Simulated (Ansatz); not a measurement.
Relaxed As (A7 type, space group R-3m):

```xyz
2
Lattice="1.8917 1.0922 3.3698 -1.8917 1.0922 3.3698 0.0000 -2.1844 3.3698" Properties=species:S:1:pos:R:3 pbc="T T T"
As     0.0000     0.0000     2.3280
As     0.0000     0.0000     7.7814
```

In this cell atom 2 (As, nearest neighbour As at 2.535 Å; its periodic images, 3.8 Å or more away, move with it) is moved by s along Cartesian [110], unit vector (0.707, 0.707, 0.000); all other atoms and the cell stay fixed.

The numbers are results of PBE-D3(BJ) (plane waves to 420 eV, PAW, scalar-relativistic; Ansatz, a first-principles code), not measurements. k mesh 9×9×9 (Γ-centred), Fermi-Dirac smearing 0.05 eV. E stands for the smeared free energy. With partly filled bands, energies and forces of such displacements shift with the k mesh and the smearing. As was relaxed with its symmetry unable to fall. The zero of ΔE is the undisplaced structure. The last digit holds for this mesh only.

```
s (Å)   ΔE (meV/cell)
------  -------------
-0.250          139.6
-0.200           86.6
-0.150           47.5
-0.100       withheld
-0.050            4.9
0.000             0.0
0.050             4.6
0.100            17.8
0.150            38.8
0.200            67.1
0.250           104.1
```

Fit a polynomial form (powers 2, 3, 4) to the given rows and predict ΔE at s = -0.100.

Least squares on the 10 given rows: ΔE = (1887)·s² + (-1158)·s³ + (994.6)·s⁴, in meV/cell with s in Å; root-mean-square residual 0.36 meV/cell. At -0.100 the fit gives 20.1 meV/cell; the calculation gives 20.5 meV/cell, so the interpolation is off by -0.4 (-2.0 %). The quadratic term alone would give 18.9 meV/cell.

(For displaced atoms, the force is minus the slope of the energy, and its curvature is a force constant, which sets phonon frequencies.)
